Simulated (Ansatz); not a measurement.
Relaxed-ion elastic tensor of In2Ge2O7 in space group C2/m (No. 12; Pearson symbol mS22) in GPa (Voigt order), the program Ansatz at the r²SCAN level (PAW); density 5.66 g/cm³, 12.98 Å³ per atom.

```
      1     2    3     4     5     6
-  ----  ----  ---  ----  ----  ----
1   240   119  121   0.0  13.0   0.0
2   119   188  122   0.0  25.1   0.0
3   121   122  227   0.0   6.5   0.0
4   0.0   0.0  0.0  70.6   0.0   5.0
5  13.0  25.1  6.5   0.0  59.8   0.0
6   0.0   0.0  0.0   5.0   0.0  50.5
```

Q: Is the crystal mechanically stable?

A: Yes: the smallest eigenvalue of C is 49.3 GPa.

Q: Work out the Voigt, Reuss and Hill averages.

A: K_V = 153, K_R = 147, K_H = 150; G_V = 55.6, G_R = 52.2, G_H = 53.9 GPa.

Q: Give Young's modulus, Poisson's ratio, Pugh's ratio and the universal anisotropy index.

A: E = 9KG/(3K + G) = 144 GPa; ν = 0.34; K/G = 2.78 (ductile by the Pugh limit of 1.75); A_U = 5G_V/G_R + K_V/K_R − 6 = 0.37.

Q: Estimate the sound speeds and the Debye temperature.

A: v_l = √((K + 4G/3)/ρ) = 6260 m/s, v_t = √(G/ρ) = 3080 m/s, mean 3460 m/s; Θ = (h/k)(3n/4πV)^(1/3) v_m = 439 K.

Q: Solve the Christoffel equation for the three sound speeds along x, y, z.

A: Eigenvalues of C_ijkl n_j n_l equal ρv². In km/s, slowest first: x 2.99, 3.22, 6.52; y 2.95, 3.56, 5.76; z 3.24, 3.53, 6.33.

Q: How much does each axis shrink under pressure?

A: Linear compressibilities β_i = Σ_j S_ij (j = 1 to 3): x 1.7, y 3.3, z 1.7 per TPa.

The workflow started from a Materials Project entry (that database holds measured and hypothetical structures alike); the Crystallography Open Database files this formula in space group No. 12, but the cells were not matched. Its standing as an ambient phase is unchecked. The r²SCAN relaxation kept the symmetry of its start; whether a distortion lowers the energy is not shown.

Potentials: the later of the program's two PAW sets.
